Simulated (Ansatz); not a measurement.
# How Cu (Fm-3m) stiffens under pressure

```xyz
1
Lattice="0.0000 1.7885 1.7885 1.7885 0.0000 1.7885 1.7885 1.7885 0.0000" Properties=species:S:1:pos:R:3 pbc="T T T"
Cu    0.0000    0.0000    0.0000
```

This is the zero-pressure cell. At each pressure cell and atoms are relaxed in this structure, and the constants are slopes of the stress at strains of ±0.005 with relaxed ions (the coefficients that govern stability under load). Level: r²SCAN, PAW on Ansatz 0.2.0's default frozen-core files (fitted under PBE), scalar-relativistic; k mesh 26×26×26, strains of ±0.005, Fermi-Dirac smearing of 0.100 eV, cutoff 500 eV. P is the pressure of the relaxed cell, less that of this one.

```
P (GPa)    V/V₀  C11 (GPa)  C12 (GPa)  C44 (GPa)
   0.00  1.0000      203.2      142.4       94.5
   1.03  0.9938      209.1      147.3       96.8
   2.05  0.9879      214.9      152.1       99.1
   4.01  0.9770      225.9      161.2      103.5
   6.99  0.9618      242.4      174.7      110.0
   9.98       ?          ?          ?          ?
  14.99  0.9268      284.9      210.0      126.5
```

Q: Does the bulk modulus from the constants agree with the pressure-volume curve?

A: A third-order Birch-Murnaghan fit to the volumes shown (F against f, f = [(V₀/V)^(2/3) − 1]/2) gives B₀ = 162.7 GPa and B′ = 5.0. Its −V dP/dV stands beside (C11 + 2C12)/3:

```
P (GPa)  from P(V)  from the constants
   0.00      162.7               162.7
   1.03      167.9               167.9
   2.05      173.0               173.0
   4.01      182.7               182.8
   6.99      197.2               197.3
  14.99      235.2               234.9
```

Q: What are the pressure derivatives at zero pressure?

A: Slopes at V₀ of quadratic fits in −ln(V/V₀) through the first four rows shown, divided by B₀: dC11/dP = 5.8, dC12/dP = 4.7, dC44/dP = 2.3. The mean slopes up to 2.0 GPa are 5.7, 4.7, 2.3; curvature and scatter of the constants part the two. The combination (dC11/dP + 2 dC12/dP)/3 = 5.1 stands against B′.

Q: Fill the row at 9.98 GPa.

A: Cubic fits in −ln(V/V₀) through all rows shown give C11 = 258.6, C12 = 188.1, C44 = 116.3 GPa. Computed: V/V₀ = 0.9478, C11 (GPa) = 258.6, C12 (GPa) = 188.1, C44 (GPa) = 116.3.

Q: Does a shear stiffness soften?

A: C44 goes from 94.5 to 126.5 GPa; (C11 − C12)/2 goes from 30.4 to 37.5 GPa. Neither ends more than 3 % under its start, and the lattice stays mechanically stable over this range.

Keep in mind: no other phase was computed; many crystals of this kind change structure within this range, and rows or crossings beyond such a change describe a metastable lattice; frozen-core PAW files fitted under PBE, their cores solved anew for the functional of the run; responses of metals move with mesh and smearing; phonons weren't checked at these pressures.
